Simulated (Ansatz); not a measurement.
**Is this Ti3Si4Ni structure a true minimum?**

The structure comes from a generated guess, relaxed at this level; another structure or a mixture of phases may lie lower.

Method: DFT PBE, scalar-relativistic, plane waves, PAW in Ansatz. Settings: cutoff 420 eV, Γ-centred mesh 10×6×8 on the computed 8-atom cell, Gaussian smearing of 0.10 eV; no spin polarisation.

The cell below (8 atoms, space group Pmm2 (No. 25)) is relaxed within its symmetry.

```
Ti Si Ni
1.0
     3.64300    0.00000    0.00000
     0.00000    6.83490    0.00000
     0.00000    0.00000    4.59687
Ti Si Ni
3 4 1
Direct
  0.00000 0.50000 0.00000
  0.50000 0.50000 0.49003
  0.00000 0.00000 0.13120
  0.00000 0.77537 0.60205
  0.00000 0.22463 0.60205
  0.50000 0.24607 0.98495
  0.50000 0.75393 0.98495
  0.50000 0.00000 0.61076
```

For the test it was strained at random (σ = 1.5 % a component), the atoms were moved at random (σ = 0.05 Å), and all was relaxed again on a coarse 6×6×4 mesh (in the run’s order of axes) with 0.20 eV smearing, with no symmetry imposed.

Trial moments died out on the coarse mesh, so the last step has no spin; another magnetic start might hold.

Question: Does it come back?

Answer: It doesn't return. The energy falls by 56 meV/atom on that mesh, the volume changes by 2.0 %, and the end has space group Pm (No. 6) at a loose tolerance. Relaxed again on an 8×10×6 mesh with 0.10 eV smearing, the new structure lies 56 meV/atom below the first (mesh in the axes of the run's cell; the cell below is made exact in the group named). Space group Pm (No. 6), monoclinic, a = 4.885 Å, b = 3.631 Å, c = 6.717 Å, β = 101.5°. Ti on its first site has 6 Si at 2.53–2.61 Å and 1 Si at 2.99 Å; around Ti on its second site lie 7 Si at 2.54–2.79 Å, 4 Ti at 3.09–3.15 Å and 1 Ni at 3.12 Å; Si on its first site is surrounded by 2 Ni at 2.41 Å, 2 Si at 2.56 Å, 3 Ti at 2.61–2.76 Å, 3 Ti at 2.99–3.15 Å and 1 Si at 3.00 Å; around Ni lie 6 Si at 2.30–2.41 Å and 5 Ti at 3.00–3.12 Å; 4 more sites not described.

Space group Pm (No. 6). a = 4.885 Å, b = 3.631 Å, c = 6.717 Å, α = 90.00°, β = 101.47°, γ = 90.00°
```json
{"atom": "Ti", "site": "1a", "symmetry": "m", "x": "0.9681", "y": "0.0000", "z": "0.4595"}
{"atom": "Ti", "site": "1b", "symmetry": "m", "x": "0.4884", "y": "0.5000", "z": "0.5654"}
{"atom": "Ti", "site": "1a", "symmetry": "m", "x": "0.8631", "y": "0.0000", "z": "0.9633"}
{"atom": "Si", "site": "1a", "symmetry": "m", "x": "0.4560", "y": "0.0000", "z": "0.2525"}
{"atom": "Si", "site": "1a", "symmetry": "m", "x": "0.3427", "y": "0.0000", "z": "0.7963"}
{"atom": "Si", "site": "1b", "symmetry": "m", "x": "0.0043", "y": "0.5000", "z": "0.7263"}
{"atom": "Si", "site": "1b", "symmetry": "m", "x": "0.0799", "y": "0.5000", "z": "0.2259"}
{"atom": "Ni", "site": "1b", "symmetry": "m", "x": "0.3915", "y": "0.5000", "z": "0.0109"}
```
